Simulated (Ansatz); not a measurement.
Ansatz (an electronic-structure program) input:

Ansatz 0.2 input:
```yaml
crystal:
  lattice:
    - [3.0177207604, 0.0, 0.0]
    - [0.0, 3.0177207604, 0.0]
    - [0.0, 0.0, 3.7251541562]
  atoms:
    - { symbol: Hg, position: [0.0, 0.0, 0.0] }
    - { symbol: Pd, position: [0.5, 0.5, 0.5] }
kpoints:
  mp_grid: { grid: [10, 10, 8] }
  band_path:
    path:
      - [[0.0, 0.0, 0.0], [0.0, 0.5, 0.0], [0.5, 0.5, 0.0], [0.0, 0.0, 0.0], [0.0, 0.0, 0.5], [0.0, 0.5, 0.5], [0.5, 0.5, 0.5], [0.0, 0.0, 0.5]]  # Γ-X-M-Γ-Z-R-A-Z
      - [[0.0, 0.5, 0.0], [0.0, 0.5, 0.5]]  # X-R
      - [[0.5, 0.5, 0.0], [0.5, 0.5, 0.5]]  # M-A
    npoints: 8
basis: { xc_grid: 2 }
hamiltonian:
  xc: pbesol
  pseudopotentials: { kind: paw }
magnetization: { noncollinear: true, spin_orbit: true }
scf:
  n_extra_bands: 12
  convergence: { dr2_threshold: 0.0000000001 }
  occupations: { method: gaussian, width: 0.05 }
output: { eigenvalues: true }
```

Output (shortened):

```
Pseudopotential: Hg, paw_fr, valence charge 20
Pseudopotential: Pd, paw_fr, valence charge 18
Functional definition: PBEsol
non-collinear run that drives no moment, with spin-orbit …
Crystal: 2 atoms, lattice volume = 33.924 Å³
Basis set: ecut = 420 eV, 637 PW (Γ), exchange–correlation on 48×48×50 points (8 copies of the dense FFT grid, shifted against one another)
Bands: 50, of which v1, the nominal top of the filled ones, is band 38 counted from 1 (37 counted from 0)
Symmetry: 16 space group operations + 16 with time reversal
k-points: 105 of 800
Projection manifold: j_resolved (fully-relativistic pseudo-atomic orbitals)
SCF iter   1: F=—  HF=-20619.272384 eV  |F-HF|=—  |Δ(HF+E_count)|=         —  Δρ=1.59e-1  dr2=1.14e1  dr2_m=0.00e0 (ungated)  ethr=3.10e-3  |M|=0.00e0 ∫|m|=0.00e0 μB  |m|>n=0.0e0 m-floor=0.0e0 τ_xc=0.0e0  β_m=0.30  ⟨swp⟩=7.6  Hψ=12212  notcnv=0  defer=138
preconditioner: auto → Kerker (q_TF=auto, 2.780 Å⁻¹)
spin=Noncollinear: Kerker preconditioning applied to the charge; magnetization (m_x, m_y, m_z) channels mix plain (no charge-response kernel on spin).
SCF iter   2: F=—  HF=-20617.505479 eV  |F-HF|=—  |Δ(HF+E_count)|=    1.77e0  Δρ=6.76e-2  dr2=2.08e0  dr2_m=0.00e0 (ungated)  ethr=3.10e-3  |M|=0.00e0 ∫|m|=0.00e0 μB  |m|>n=0.0e0 m-floor=0.0e0 τ_xc=0.0e0  β_m=0.40  ⟨swp⟩=2.3  Hψ=4791  notcnv=0  defer=678
preconditioner: auto → none
SCF iter   3: F=—  HF=-20617.097025 eV  |F-HF|=—  |Δ(HF+E_count)|=   4.08e-1  Δρ=1.83e-2  dr2=5.90e-2  dr2_m=0.00e0 (ungated)  ethr=3.10e-3  |M|=0.00e0 ∫|m|=0.00e0 μB  |m|>n=0.0e0 m-floor=0.0e0 τ_xc=0.0e0  β_m=0.55  ⟨swp⟩=2.0  Hψ=3796  notcnv=0  defer=676
SCF iter   4: F=—  HF=-20617.101921 eV  |F-HF|=—  |Δ(HF+E_count)|=   4.90e-3  Δρ=7.22e-3  dr2=2.35e-2  dr2_m=0.00e0 (ungated)  ethr=1.55e-4  |M|=0.00e0 ∫|m|=0.00e0 μB  |m|>n=0.0e0 m-floor=0.0e0 τ_xc=0.0e0  β_m=0.48  ⟨swp⟩=2.1  Hψ=4236  notcnv=0  defer=676
SCF iter   5: F=—  HF=-20617.098935 eV  |F-HF|=—  |Δ(HF+E_count)|=   2.99e-3  Δρ=1.36e-3  dr2=8.11e-4  dr2_m=0.00e0 (ungated)  ethr=6.20e-5  |M|=0.00e0 ∫|m|=0.00e0 μB  |m|>n=0.0e0 m-floor=0.0e0 τ_xc=0.0e0  β_m=0.74  ⟨swp⟩=2.7  Hψ=4241  notcnv=0  defer=674
SCF iter   6: F=—  HF=-20617.098921 eV  |F-HF|=—  |Δ(HF+E_count)|=   1.43e-5  Δρ=4.73e-4  dr2=6.15e-5  dr2_m=0.00e0 (ungated)  ethr=2.14e-6  |M|=0.00e0 ∫|m|=0.00e0 μB  |m|>n=0.0e0 m-floor=0.0e0 τ_xc=0.0e0  β_m=0.66  ⟨swp⟩=2.4  Hψ=3743  notcnv=0  defer=674
SCF iter   7: F=—  HF=-20617.098896 eV  |F-HF|=—  |Δ(HF+E_count)|=   2.46e-5  Δρ=9.39e-5  dr2=2.13e-6  dr2_m=0.00e0 (ungated)  ethr=1.62e-7  |M|=0.00e0 ∫|m|=0.00e0 μB  |m|>n=0.0e0 m-floor=0.0e0 τ_xc=0.0e0  β_m=0.68  ⟨swp⟩=2.0  Hψ=3708  notcnv=0  defer=674
SCF iter   8: F=—  HF=-20617.098897 eV  |F-HF|=—  |Δ(HF+E_count)|=   2.74e-7  Δρ=1.72e-5  dr2=5.51e-8  dr2_m=0.00e0 (ungated)  ethr=5.62e-9  |M|=0.00e0 ∫|m|=0.00e0 μB  |m|>n=0.0e0 m-floor=0.0e0 τ_xc=0.0e0  β_m=0.75  ⟨swp⟩=2.0  Hψ=2762  notcnv=0  defer=674
SCF iter  10: F=-20617.098897 eV  HF=-20617.098897 eV  |F-HF|=4.73e-11  |Δ(HF+E_count)|=  1.09e-11  Δρ=3.72e-7  dr2=6.33e-11  dr2_m=0.00e0 (ungated)  ethr=1.00e-12  |M|=0.00e0 ∫|m|=0.00e0 μB  |m|>n=0.0e0 m-floor=0.0e0 τ_xc=0.0e0  ⟨swp⟩=9.2  Hψ=9237  notcnv=0
SCF 1 converged in 10 iterations: F = -20617.098897 eV  dr2 = 6.33e-11
NSCF: frozen V_eff on 75 k-points
SCF converged after 10 iterations
Magnetization: |M| = 0.0000 μB,  M = (+0.0000, +0.0000, +0.0000) μB
Absolute magnetization: 0.0000 μB (∫|m|)
  site 0: m = (+0.0000, +0.0000, +0.0000) μB, |m| = 0.0000 μB  (R = 1.17 Å)
  site 1: m = (+0.0000, +0.0000, +0.0000) μB, |m| = 0.0000 μB  (R = 1.17 Å)
Free energy (F): -20617.098897 eV
Harris-Foulkes:  -20617.098897 eV  (|F-HF|=4.73e-11)
Internal energy: -20617.098235 eV  (E = F + TS)
E sigma→0 (E₀):  -20617.098566 eV
Entropy (-TS):   -0.000662 eV (-0.331 meV/atom)
Fermi energy:    19.555316 eV
--- Per-component energies (eV) ---
  E_band       = -454.772013
  E_kinetic    = 1119.028978
  E_local      = -3907.981771  (includes V_loc(G=0)·N_el)
  E_nonlocal   = 279.301238
  E_hartree    = 1647.100938
  E_xc         = -387.898409
  E_vxc        = -474.625213  (∫ρ·V_xc dr)
  E_paw        = -13515.658659  (= ΣΔE_a)
  E_vpaw       = -764.698546  (= ΣTr[D̂ρ^β])
  E_aug_tail   = 0.001085  (compensation charges beyond the density's cutoff)
  E_ewald      = -5851.630486
  E_core_change = 0.638851  (= ΣΔE_core)
  E_smearing   = -0.000662  (= −TS)
  E_closure    = 0.000000  (closes the sum)
  Σ components = -20617.098897   (vs F -20617.098897, Δ=0.00e0)
  [band-id]    e_kinetic+e_local+e_nonlocal+2·e_hartree+e_vxc+e_vpaw+e_augmentation_tail = -454.772352   (vs E_band -454.772013, Δ=-3.39e-4)
--- Band table (eV; the first three rows and the last of 105) ---
  k-point 0: bands = ["-95.4367", "-95.4367", "-64.6056", "-64.6056", "-57.5185", "-57.5185", "-39.1550", "-39.1550", "-39.1527", "-39.1527", "-33.4727", "-33.4727", "-29.0037", "-29.0037", "-28.9507", "-28.9507", "9.7828", "9.7828", "10.6422", "10.6422", …
  k-point 1: bands = ["-95.4367", "-95.4367", "-64.6056", "-64.6056", "-57.5186", "-57.5186", "-39.1552", "-39.1552", "-39.1526", "-39.1526", "-33.4729", "-33.4729", "-29.0047", "-29.0047", "-28.9508", "-28.9508", "9.9416", "9.9416", "10.6656", "10.6656", …
  k-point 2: bands = ["-95.4366", "-95.4366", "-64.6055", "-64.6055", "-57.5186", "-57.5186", "-39.1558", "-39.1558", "-39.1524", "-39.1524", "-33.4736", "-33.4736", "-29.0071", "-29.0071", "-28.9510", "-28.9510", "10.3129", "10.3129", "10.7232", "10.7232", …
  k-point 104: bands = ["-95.4342", "-95.4342", "-64.5953", "-64.5953", "-57.5291", "-57.5291", "-39.2107", "-39.2107", "-39.1691", "-39.1691", "-33.5088", "-33.5088", "-29.0328", "-29.0328", "-29.0263", "-29.0263", "10.8720", "10.8720", "11.1072", "11.1072", …
```

Cost: around 50 core-seconds (rough) on shared cores.

Space group P4/mmm (L1₀ or tetragonal B2). The workflow started from an entry of the Crystallography Open Database (COD). Its standing as an ambient phase is unchecked. The cell was relaxed with PBEsol under the symmetry of its start; of distortions, only those at the zone centre were tested. No spin polarisation was allowed.

Potentials: the later of the program's two PAW sets.

Ansatz is a plane-wave DFT program.
